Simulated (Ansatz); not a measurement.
A relaxation computed with Ansatz, from input to last step.

```yaml
crystal:
  lattice:
    - [5.7337284, 0.0, 0.0]
    - [0.0, 5.7337284, 0.0]
    - [0.0, 0.0, 5.7337284]
  atoms:
    - { symbol: Fe, position: [0.9984431769, 0.0011421406, 0.9999968307], spin: 4.0 }
    - { symbol: Fe, position: [0.497743396, 0.5066471147, 0.0022315366], spin: 4.0 }
    - { symbol: Fe, position: [0.0009138263, 0.4924952055, 0.4992060349], spin: 4.0 }
    - { symbol: Fe, position: [0.5112163344, 0.5024957935, 0.5010131537], spin: 4.0 }
    - { symbol: Co, position: [0.7516888782, 0.2504728667, 0.2508670012], spin: 3.0 }
    - { symbol: Cu, position: [0.4977334263, 0.9967524638, 0.9988623845] }
    - { symbol: Cu, position: [3.38724e-05, 0.498023351, 0.9988381639] }
    - { symbol: Cu, position: [0.9977055802, 0.0032699555, 0.5012230354] }
    - { symbol: Cu, position: [0.2504238033, 0.2497093309, 0.2533262333] }
    - { symbol: Cu, position: [0.498851505, 0.9993423079, 0.4992607726] }
    - { symbol: Cu, position: [0.253342719, 0.7582207181, 0.2512013871] }
    - { symbol: Cu, position: [0.252905429, 0.2554298962, 0.7479497642] }
    - { symbol: Cu, position: [0.7485304795, 0.7544646608, 0.2484567617] }
    - { symbol: Cu, position: [0.751016149, 0.2561818528, 0.7541868384] }
    - { symbol: Cu, position: [0.2495881322, 0.7476114388, 0.7523643766] }
    - { symbol: Cu, position: [0.7530093752, 0.7506607938, 0.7486117512] }
  symmetry: { detect: false }
basis:
  ecutwfc: 420
kpoints:
  mp_grid: { grid: [2, 2, 2], shift: [0.5, 0.5, 0.5] }
hamiltonian:
  xc: pbe
scf:
  occupations: { method: gaussian, width: 0.1 }
  lower_state_search: "off"
output:
  forces: true
  stress: true
  eigenvalues: true
  populations: true
magnetization:
  spin_polarized: true
relax:
  adjacent_minimum: "off"
  f_tol: 0.04
  max_steps: 50
  cell: { stress_tol: 0.3 }
```

```bash
ansatz run input.yaml --threads 4 --pin off --max-ram 9216MiB --backend cpu --events-out ev --progress --plain --runs-dir out
```

The calculation used DFT PBE, scalar-relativistic, plane waves, PAW (Ansatz).

Of 14 frames 10 are shown, positions in Å and forces in eV/Å; the SCF threshold varies from step to step. Steps run on the plane waves of an earlier cell, with a Pulay correction in the pressure. The basis is chosen afresh for the last frame, the zero of the energies, and at times for earlier ones too; energy and pressure can step there, also at an unchanged geometry. Here that happened at step 10 (-16 meV/atom, 2.4 GPa); frames between the last choice of the basis and such a step carry an error that grows, as the cell changes, to that size.

```xyz
16
Lattice="5.7337 0.0000 0.0000 0.0000 5.7337 0.0000 0.0000 0.0000 5.7337" Properties=species:S:1:pos:R:3:forces:R:3 pbc="T T T" step=1 free_energy_over_end_meV_per_atom=84.19 pressure_GPa=2.17
Fe    5.7248    0.0065    5.7337   -0.0228    0.2976    0.1239
Fe    2.8539    2.9050    0.0128    0.3773   -0.4520    0.2585
Fe    0.0052    2.8238    2.8623   -0.3029    0.3243   -0.3779
Fe    2.9312    2.8812    2.8727   -0.2060   -0.2912   -0.4120
Co    4.3100    1.4361    1.4384   -0.1989    0.3991   -0.1064
Cu    2.8539    5.7151    5.7272    0.1185    0.2993   -0.0677
Cu    0.0002    2.8555    5.7271    0.0700    0.1673    0.2831
Cu    5.7206    0.0187    2.8739    0.0632   -0.0734    0.1046
Cu    1.4359    1.4318    1.4525    0.0841   -0.0131   -0.2792
Cu    2.8603    5.7300    2.8626    0.1731    0.1246    0.2207
Cu    1.4526    4.3474    1.4403   -0.3371   -0.3550    0.0176
Cu    1.4501    1.4646    4.2885   -0.0163   -0.1893    0.1836
Cu    4.2919    4.3259    1.4246    0.2893    0.0194    0.0060
Cu    4.3061    1.4689    4.3243   -0.0513   -0.3762    0.1031
Cu    1.4311    4.2866    4.3139   -0.1752    0.0627   -0.1836
Cu    4.3176    4.3041    4.2923    0.1350    0.0557    0.1258
16
Lattice="5.7372 0.0067 -0.0012 0.0067 5.7689 -0.0077 -0.0012 -0.0077 5.7344" Properties=species:S:1:pos:R:3:forces:R:3 pbc="T T T" step=2 free_energy_over_end_meV_per_atom=78.74 pressure_GPa=0.99
Fe    5.7262    0.0194    5.7412   -0.0183    0.1686    0.0781
Fe    2.8768    2.9094    0.0157    0.2372   -0.2831    0.1987
Fe   -0.0069    2.8465    2.8436   -0.2052    0.1727   -0.2233
Fe    2.9267    2.8864    2.8540   -0.0945   -0.1773   -0.2668
Co    4.3075    1.4614    1.4335   -0.1375    0.2545   -0.0604
Cu    2.8642    5.7520    5.7189    0.0705    0.1912   -0.0470
Cu    0.0039    2.8721    5.7339    0.0373    0.1124    0.1849
Cu    5.7273    0.0222    2.8749    0.0518   -0.0363    0.0604
Cu    1.4399    1.4371    1.4405    0.0509   -0.0159   -0.1875
Cu    2.8727    5.7668    2.8617    0.1105    0.0851    0.1397
Cu    1.4507    4.3624    1.4318   -0.2142   -0.2244   -0.0028
Cu    1.4461    1.4682    4.2929   -0.0284   -0.0942    0.1184
Cu    4.3078    4.3631    1.4191    0.1793    0.0338   -0.0040
Cu    4.3124    1.4657    4.3229   -0.0094   -0.2331    0.0414
Cu    1.4320    4.3063    4.3054   -0.1111    0.0202   -0.1125
Cu    4.3286    4.3289    4.2920    0.0808    0.0257    0.0825
16
Lattice="5.5463 0.0218 -0.0060 0.0218 6.2547 -0.0219 -0.0060 -0.0219 5.5335" Properties=species:S:1:pos:R:3:forces:R:3 pbc="T T T" step=4 free_energy_over_end_meV_per_atom=63.29 pressure_GPa=-0.66
Fe    5.5382    0.0399    5.5369    0.0196   -0.0780   -0.0341
Fe    2.8535    3.1086    0.0681   -0.0412    0.1074   -0.0483
Fe   -0.0671    3.0951    2.6886    0.0338   -0.0822    0.0534
Fe    2.8390    3.0919    2.6827   -0.0026    0.0991    0.1290
Co    4.1613    1.5865    1.3687    0.1608   -0.2799   -0.0295
Cu    2.7738    6.2601    5.4772   -0.0487   -0.0683    0.0264
Cu   -0.0131    3.1272    5.5665   -0.0266   -0.0535   -0.0873
Cu    5.5744    0.0315    2.7892    0.0023    0.0134   -0.0001
Cu    1.3897    1.5493    1.3461   -0.0398    0.0080    0.0682
Cu    2.7810    6.2781    2.7791   -0.0596   -0.0248   -0.0448
Cu    1.3915    4.6962    1.3587    0.0553    0.1374    0.0331
Cu    1.3744    1.6256    4.1655    0.0131    0.0580   -0.0546
Cu    4.1910    4.8072    1.3605   -0.0753    0.0173    0.0061
Cu    4.1922    1.5554    4.1567    0.0123    0.1008   -0.0260
Cu    1.3895    4.6138    4.1329    0.0727    0.0134    0.0127
Cu    4.1955    4.6927    4.1432   -0.0760    0.0318   -0.0041
16
Lattice="5.4187 0.0234 -0.0085 0.0234 6.5349 -0.0226 -0.0085 -0.0226 5.4090" Properties=species:S:1:pos:R:3:forces:R:3 pbc="T T T" step=5 free_energy_over_end_meV_per_atom=44.49 pressure_GPa=0.05
Fe    5.4134    0.0366    5.4040    0.0223    0.0112   -0.0280
Fe    2.8049    3.2387    0.0856   -0.0782    0.1801   -0.1775
Fe   -0.0852    3.2332    2.6171    0.1147   -0.0575    0.0758
Fe    2.7772    3.2253    2.6064   -0.0481    0.0974    0.2613
Co    4.0736    1.6365    1.3315    0.1321   -0.2569    0.0241
Cu    2.7031    6.5489    5.3446   -0.0393   -0.0698    0.0546
Cu   -0.0212    3.2708    5.4452    0.0548   -0.0675   -0.1883
Cu    5.4584    0.0319    2.7340   -0.0283    0.0469   -0.0322
Cu    1.3529    1.6189    1.3072   -0.0667   -0.0188    0.1478
Cu    2.7100    6.5704    2.7219   -0.0643   -0.0815   -0.0694
Cu    1.3564    4.9063    1.3273    0.1248    0.1423    0.0768
Cu    1.3378    1.7140    4.0756    0.0785   -0.0215   -0.1436
Cu    4.0952    5.0435    1.3297   -0.1263   -0.1410    0.0353
Cu    4.1003    1.6215    4.0571   -0.0413    0.0957    0.0015
Cu    1.3626    4.8080    4.0347    0.1033    0.1247    0.0168
Cu    4.0926    4.9077    4.0509   -0.1380    0.0162   -0.0553
16
Lattice="5.2690 -0.0025 -0.0081 -0.0025 6.7745 0.0012 -0.0081 0.0012 5.2881" Properties=species:S:1:pos:R:3:forces:R:3 pbc="T T T" step=7 free_energy_over_end_meV_per_atom=34.68 pressure_GPa=0.20
Fe    5.2520    0.0248    5.2898   -0.1344    0.2124    0.1277
Fe    2.6708    3.3960    0.0398    0.0644   -0.3307    0.1353
Fe   -0.0454    3.3469    2.6080   -0.0218    0.2030   -0.1464
Fe    2.6588    3.3786    2.6362   -0.0281   -0.1110   -0.2113
Co    3.9731    1.6629    1.3134   -0.1525    0.4317   -0.1042
Cu    2.6054    6.7846    5.2878    0.1052    0.1592   -0.0103
Cu    0.0144    3.3793    5.2614   -0.0045    0.1661    0.1590
Cu    5.2700    0.0245    2.6627   -0.0836   -0.0318   -0.0402
Cu    1.3057    1.6864    1.3256    0.1581   -0.0294   -0.2073
Cu    2.6189    6.7816    2.6502    0.1470    0.1267    0.0041
Cu    1.3201    5.1312    1.3389   -0.2329   -0.3147   -0.0760
Cu    1.3346    1.7210    3.9448   -0.0777   -0.1238    0.2240
Cu    3.9423    5.1127    1.3202    0.2182    0.1133   -0.0337
Cu    3.9530    1.7073    3.9745    0.0319   -0.2618    0.0441
Cu    1.3223    5.1010    3.9604   -0.1735   -0.1705    0.0564
Cu    3.9322    5.1035    3.9642    0.1841   -0.0388    0.0788
16
Lattice="5.2842 0.0152 -0.0066 0.0152 6.7751 -0.0154 -0.0066 -0.0154 5.2802" Properties=species:S:1:pos:R:3:forces:R:3 pbc="T T T" step=8 free_energy_over_end_meV_per_atom=30.80 pressure_GPa=-0.02
Fe    5.2511    0.0614    5.3079    0.0055   -0.0993   -0.0095
Fe    2.6986    3.3716    0.0313   -0.0212   -0.0088    0.0393
Fe   -0.0320    3.3577    2.5918   -0.0387   -0.0138    0.0140
Fe    2.6653    3.3754    2.6193    0.0381    0.0006   -0.0488
Co    3.9785    1.7279    1.3063   -0.0301    0.1258    0.0242
Cu    2.6430    6.7883    5.2664    0.0124    0.0006   -0.0019
Cu    0.0232    3.3691    5.2569   -0.0004    0.0010    0.0006
Cu    5.2826    0.0266    2.6469    0.0036    0.0057   -0.0070
Cu    1.3246    1.6869    1.3070    0.0236   -0.0071   -0.0020
Cu    2.6627    6.7850    2.6179   -0.0165   -0.0296    0.0219
Cu    1.3181    5.0968    1.3038    0.0211    0.0215    0.0350
Cu    1.3249    1.6929    3.9535    0.0245    0.0064   -0.0126
Cu    3.9879    5.1308    1.2944   -0.0340   -0.0192    0.0367
Cu    3.9754    1.6851    3.9564    0.0120   -0.0102   -0.0209
Cu    1.3204    5.0853    3.9624    0.0457    0.0072   -0.0489
Cu    3.9812    5.0987    3.9636   -0.0456    0.0190   -0.0201
16
Lattice="5.2805 0.0132 -0.0071 0.0132 6.7786 -0.0128 -0.0071 -0.0128 5.2806" Properties=species:S:1:pos:R:3:forces:R:3 pbc="T T T" step=10 free_energy_over_end_meV_per_atom=14.62 pressure_GPa=2.37
Fe    5.2466    0.0497    5.3070    0.0112   -0.0254   -0.0101
Fe    2.6923    3.3714    0.0368    0.0077   -0.0063    0.0004
Fe   -0.0363    3.3588    2.5952   -0.0034   -0.0057   -0.0069
Fe    2.6658    3.3718    2.6144   -0.0016    0.0113    0.0036
Co    3.9749    1.7402    1.3062   -0.0096    0.0362    0.0059
Cu    2.6411    6.7937    5.2707    0.0069    0.0069    0.0055
Cu    0.0228    3.3794    5.2574    0.0027   -0.0013   -0.0020
Cu    5.2779    0.0277    2.6456   -0.0084    0.0064   -0.0084
Cu    1.3220    1.6848    1.3059   -0.0063   -0.0064   -0.0096
Cu    2.6579    6.7915    2.6228    0.0033    0.0007   -0.0030
Cu    1.3177    5.1022    1.3106    0.0063    0.0001    0.0086
Cu    1.3255    1.6963    3.9552   -0.0017   -0.0018    0.0013
Cu    3.9785    5.1303    1.3020   -0.0085   -0.0056    0.0093
Cu    3.9750    1.6849    3.9581    0.0063   -0.0042    0.0074
Cu    1.3248    5.0893    3.9555   -0.0016   -0.0051    0.0039
Cu    3.9688    5.1023    3.9628   -0.0032    0.0003   -0.0058
16
Lattice="5.1961 0.0140 -0.0054 0.0140 7.0285 -0.0139 -0.0054 -0.0139 5.1974" Properties=species:S:1:pos:R:3:forces:R:3 pbc="T T T" step=11 free_energy_over_end_meV_per_atom=2.59 pressure_GPa=1.43
Fe    5.1571    0.0479    5.2331    0.0298    0.0094   -0.0321
Fe    2.6474    3.4936    0.0321    0.0126    0.0186    0.0156
Fe   -0.0324    3.4801    2.5593   -0.0122    0.0289   -0.0347
Fe    2.6110    3.4996    2.5852    0.0173   -0.0118   -0.0012
Co    3.9140    1.8251    1.2850   -0.0292   -0.0066    0.0184
Cu    2.6091    7.0478    5.1985   -0.0311   -0.0136   -0.0348
Cu    0.0389    3.5002    5.1594   -0.0056    0.0185    0.0111
Cu    5.1852    0.0296    2.5982    0.0205    0.0008    0.0257
Cu    1.3004    1.7476    1.2849    0.0319   -0.0189    0.0091
Cu    2.6270    7.0435    2.5702   -0.0225   -0.0112    0.0272
Cu    1.2964    5.2904    1.2902    0.0286   -0.0069    0.0161
Cu    1.3080    1.7365    3.8903    0.0028    0.0437   -0.0044
Cu    3.9151    5.2976    1.2826   -0.0301    0.0401    0.0332
Cu    3.9126    1.7453    3.8951   -0.0039   -0.0126   -0.0145
Cu    1.3057    5.2989    3.8938   -0.0026   -0.0692   -0.0002
Cu    3.9054    5.2921    3.9034   -0.0063   -0.0092   -0.0345
16
Lattice="5.1637 0.0139 -0.0042 0.0139 7.1794 -0.0138 -0.0042 -0.0138 5.1637" Properties=species:S:1:pos:R:3:forces:R:3 pbc="T T T" step=13 free_energy_over_end_meV_per_atom=0.26 pressure_GPa=-0.02
Fe    5.1291    0.0538    5.1965    0.0019   -0.0133   -0.0007
Fe    2.6397    3.5708    0.0441    0.0100    0.0034   -0.0082
Fe   -0.0420    3.5570    2.5308    0.0108    0.0037   -0.0099
Fe    2.5998    3.5723    2.5668   -0.0133    0.0063    0.0094
Co    3.8903    1.8517    1.2758   -0.0033   -0.0053    0.0036
Cu    2.5850    7.1970    5.1570   -0.0021   -0.0013   -0.0024
Cu    0.0417    3.5776    5.1247   -0.0068    0.0023    0.0063
Cu    5.1592    0.0314    2.5907    0.0014   -0.0011    0.0020
Cu    1.2998    1.7820    1.2788    0.0048    0.0009    0.0025
Cu    2.6034    7.1921    2.5628   -0.0008    0.0038    0.0012
Cu    1.2912    5.4037    1.2855   -0.0025    0.0027   -0.0014
Cu    1.3017    1.7900    3.8643    0.0051   -0.0019   -0.0037
Cu    3.8857    5.4270    1.2805   -0.0003   -0.0077   -0.0003
Cu    3.8876    1.7819    3.8663   -0.0039    0.0005   -0.0042
Cu    1.2977    5.3938    3.8685   -0.0025    0.0040    0.0026
Cu    3.8808    5.4038    3.8750    0.0013    0.0030    0.0033
16
Lattice="5.1637 0.0139 -0.0042 0.0139 7.1794 -0.0138 -0.0042 -0.0138 5.1637" Properties=species:S:1:pos:R:3:forces:R:3 pbc="T T T" step=14 free_energy_over_end_meV_per_atom=0.00 pressure_GPa=0.05
Fe    5.1291    0.0538    5.1965    0.0019   -0.0135   -0.0007
Fe    2.6397    3.5708    0.0441    0.0101    0.0037   -0.0080
Fe   -0.0420    3.5570    2.5308    0.0107    0.0039   -0.0101
Fe    2.5998    3.5723    2.5668   -0.0132    0.0064    0.0094
Co    3.8903    1.8517    1.2758   -0.0033   -0.0056    0.0036
Cu    2.5850    7.1970    5.1570   -0.0022   -0.0015   -0.0025
Cu    0.0417    3.5776    5.1247   -0.0067    0.0025    0.0061
Cu    5.1592    0.0314    2.5907    0.0014   -0.0013    0.0021
Cu    1.2998    1.7820    1.2788    0.0048    0.0007    0.0024
Cu    2.6034    7.1921    2.5628   -0.0008    0.0036    0.0013
Cu    1.2912    5.4037    1.2855   -0.0025    0.0029   -0.0014
Cu    1.3017    1.7900    3.8643    0.0051   -0.0021   -0.0036
Cu    3.8857    5.4270    1.2805   -0.0003   -0.0074   -0.0002
Cu    3.8876    1.7819    3.8663   -0.0038    0.0003   -0.0042
Cu    1.2977    5.3938    3.8685   -0.0025    0.0042    0.0026
Cu    3.8808    5.4038    3.8750    0.0013    0.0032    0.0033
```

It took 5.7 min on 4 threads of Arm Neoverse V2, with other jobs on the host, peak memory 1.1 GiB.

The k mesh is coarse. Only parallel moments were tried here.